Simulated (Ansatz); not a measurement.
Cu Kα1 powder pattern (kinematic, no thermal factors).
```tsv
2θ (°)	relative intensity
22.09	17
22.83	9
31.44	47
31.98	87
39.21	100
45.06	34
46.62	6
46.64	27
50.73	20
51.10	20
52.16	10
52.18	5
56.32	8
57.34	15
57.99	3
62.83	6
65.62	4
66.86	19
70.46	16
71.37	12
74.58	5
74.87	5
77.22	5
77.49	1
79.19	23
81.50	10
81.77	3
84.30	4
87.38	4
88.50	2
89.94	3
```

The pattern is computed from a structure relaxed with DFT PBE, scalar-relativistic, plane waves, PAW in Ansatz. No spin polarisation. Its elements are Be, Na.

Q: Give the structure.

A: NaBe$_{4}$.
Space group P4_2/mmc (No. 131). a = 4.021 Å, b = 4.021 Å, c = 7.783 Å, α = 90.00°, β = 90.00°, γ = 90.00°
| atom | site | symmetry | x | y | z |
| --- | --- | --- | --- | --- | --- |
| Na | 2f | -4m2 | 0.5000 | 0.5000 | 0.2500 |
| Be | 2c | mmm. | 0.5000 | 0.0000 | 0.5000 |
| Be | 4j | m2m. | 0.2397 | 0.0000 | 0.0000 |
| Be | 2e | -4m2 | 0.0000 | 0.0000 | 0.2500 |

A pattern alone doesn't exclude other cells with like lines; this is the one computed.

Another cell of NaBe4 relaxed alike, in P-3m1, lies 68 meV/atom lower, so this cell isn't the stable form at this level.

The structure comes from a generated guess; another structure or a mixture of phases may lie lower.
